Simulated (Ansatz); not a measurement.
Here is an unrelaxed guess for GeN.

```cif
data_structure
_symmetry_space_group_name_H-M 'Imm2'
_symmetry_Int_Tables_number 44
_cell_length_a 2.9675
_cell_length_b 5.7570
_cell_length_c 4.8928
_cell_angle_alpha 90.000
_cell_angle_beta 90.000
_cell_angle_gamma 90.000
_cell_volume 83.59
loop_
_atom_site_label
_atom_site_type_symbol
_atom_site_symmetry_multiplicity
_atom_site_Wyckoff_symbol
_atom_site_fract_x
_atom_site_fract_y
_atom_site_fract_z
_atom_site_occupancy
Ge1 Ge 4 d 0.50000 0.15324 0.10571 1
N1 N 4 d 0.50000 0.24862 0.76301 1
```

Method: Ansatz, DFT PBE, scalar-relativistic, plane waves, PAW. Settings: cutoff 420 eV, Γ-centred mesh 6×6×6 on the computed 4-atom cell, Gaussian smearing of 0.10 eV; no spin polarisation.

The zero of energy is the elements' standard structures at the same level (N₂ as a molecule); no fitted shifts are applied.

Question: Estimate its pressure, forces and energy as it stands.

Answer: The pressure is 103.7 GPa (the mean over three directions, positive in compression), the largest force is 20.33 eV/Å, and the energy is +1.85 eV/atom against the elements. The shortest distance is 1.76 Å, so close that the PAW spheres overlap strongly and these values are rough.

Question: Is it a good guess?

Answer: A poor one: relaxing gains about 1.8 eV/atom in 20 ionic steps and ends at +0.084 eV/atom on the finer mesh. The symmetry stays Imm2 (No. 44). The volume per atom grows by 45.8 %, from 10.4 to 15.2 Å³. The shortest distance goes from 1.76 Å (Ge–N and Ge–Ge) to 1.87 Å (Ge–N). Conventional cell: a = 3.095 Å, b = 7.658 Å, c = 5.141 Å. Around Ge lie 3 N at 1.87–1.88 Å and 1 Ge at 2.52 Å; N is surrounded by 3 Ge at 1.87–1.88 Å.

The last run used a 10×10×10 mesh for its 4-atom cell and Gaussian smearing of 0.02 eV. The relaxation can't lower the symmetry of the start, and the grade says only how near the guess is to its own end. Symmetry constrained the relaxation, so the result can be a saddle point.
